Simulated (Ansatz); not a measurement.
**YZn: stationary points along a deformation path**

All numbers below come from DFT PBEsol, scalar-relativistic, plane waves, PAW (Ansatz 0.2.0). The runs took a 420 eV cutoff, a Γ-centred 16×16×16 mesh and Gaussian smearing (0.15 eV). No spin polarisation. Energies are free energies at this smearing, counted from the undisturbed cell; pressure is positive in compression.

The starting cell (as given, not relaxed at this level; it stands at -2.6 GPa, and it needn't be the usual structure):

```yaml
crystal:
  lattice:
    - [0.00000, 2.96299, 2.96299]
    - [2.96299, 0.00000, 2.96299]
    - [2.96299, 2.96299, 0.00000]
  atoms:
    - { symbol: Y, position: [0.00000, 0.00000, 0.00000] }
    - { symbol: Zn, position: [0.50000, 0.50000, 0.50000] }
```

At fixed volume and fractional coordinates, lengths along (0.000, 0.000, 1.000) are scaled against those across it; ρ is that ratio over its starting value. V = 26.013 Å³/atom. Δσ is the stress along the axis less the mean stress across it (compression positive).

```csv
ρ,ΔE (meV/atom),Δσ (GPa),space group
0.707,866.6,51.51,I4/mmm
0.850,184.1,20.22,I4/mmm
1.000,0.0,0.00,Fm-3m
1.200,189.3,-17.52,I4/mmm
1.414,591.4,-27.48,I4/mmm
```

Task: How does the stress give the slope of the energy, and where is the energy stationary?

Result: Along the path d ln(length) is 2/3 d ln ρ on the axis and −1/3 d ln ρ across it, so dE/d ln ρ = −(2/3) V Δσ: the energy falls with ρ where Δσ is positive. Δσ vanishes or changes sign at ρ = 1.000 (Fm-3m), a minimum at 0.0 meV/atom. Pairs of stationary points between two samples would go unseen, and could change a minimum read from distant neighbours into a maximum. At ρ = 1.000 the cell is cubic, where symmetry alone makes the stress isotropic and the slope zero.

In a metal these slopes depend on the k mesh and the smearing.